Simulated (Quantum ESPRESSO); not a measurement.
Kohn-Sham bands of WSe2 (P6₃/mmc, 2Hc stacking as in molybdenite)

```xyz
6
Lattice="3.3199 0.0000 0.0000 -1.6600 2.8751 0.0000 0.0000 0.0000 13.7372" Properties=species:S:1:pos:R:3 pbc="T T T"
W     -1.6600     0.9584    -3.4343
W      1.6600    -0.9584     3.4343
Se     1.6600    -0.9584    -1.7721
Se    -1.6600     0.9584     1.7721
Se    -1.6600     0.9584     5.0965
Se     1.6600    -0.9584    -5.0965
```

Structure: Materials Project mp-1821, symmetrised, not relaxed again. COD (Crystallography Open Database) has an entry of this formula and space group (matched by these alone). Method: PBE plane waves in Quantum ESPRESSO 7.5 (PseudoDojo norm-conserving files, 69 Ry, no spin polarisation, no spin-orbit coupling), Bloch states on a 6×6×4 mesh through Γ, Wannier90 4.0.1. Density: 12×12×4 mesh, cold smearing 0.01 Ry. The cell is built of weakly bound layers, chains or molecules, whose nearest atoms lie 4.03 Å apart. Database cells relaxed without dispersion often hold them too far apart, which can enlarge gaps and weakens couplings between them; spacing and stacking were not compared with the measured crystal. Spin-orbit coupling is left out although heavy elements are present.

Q: List the Kohn-Sham levels between −8 and 4.2 eV relative to the valence-band maximum at the high-symmetry points, as a band run of pw.x on that density gives them (levels within 2 meV counted together).

A: 
```
point  k (reciprocal lattice)                                                                                                                                       levels (eV)
-----  ----------------------  ------------------------------------------------------------------------------------------------------------------------------------------------
Γ           0.000 0.000 0.000               -6.67, -6.03, -3.08, -2.62 (×2), -2.61 (×2), -1.50 (×2), -1.48 (×2), -1.36, -0.81, 0.00, 2.70 (×2), 2.72 (×2), 2.86 (×2), 2.95 (×2)
M           0.500 0.000 0.000  -6.58, -6.44, -5.30, -5.21, -4.57, -4.18, -3.24, -3.20, -2.34, -2.25, -1.25, -1.23, -1.15, -1.14, 2.13, 2.15, 2.43, 2.61, 3.15, 3.94, 4.01, 4.06
K           0.333 0.333 0.000                        -5.59, -5.50, -5.45 (×2), -4.61, -4.48, -3.94 (×2), -3.51 (×2), -2.45 (×2), -0.27, -0.15, 1.31 (×2), 2.31, 3.07, 3.21 (×2)
A           0.000 0.000 0.500                                                                  -6.38 (×2), -2.61 (×4), -2.37 (×2), -1.49 (×4), -0.23 (×2), 2.71 (×4), 2.90 (×4)
L           0.500 0.000 0.500                    -6.51 (×2), -5.27 (×2), -4.36 (×2), -3.22 (×2), -2.31 (×2), -1.19 (×2), -1.18 (×2), 2.14 (×2), 2.53 (×2), 3.46 (×2), 4.20 (×2)
H           0.333 0.333 0.500                               -5.55 (×2), -5.44 (×2), -4.54 (×2), -4.02 (×2), -3.39 (×2), -2.51 (×2), -0.21 (×2), 1.31 (×2), 2.65 (×2), 3.26 (×2)
```
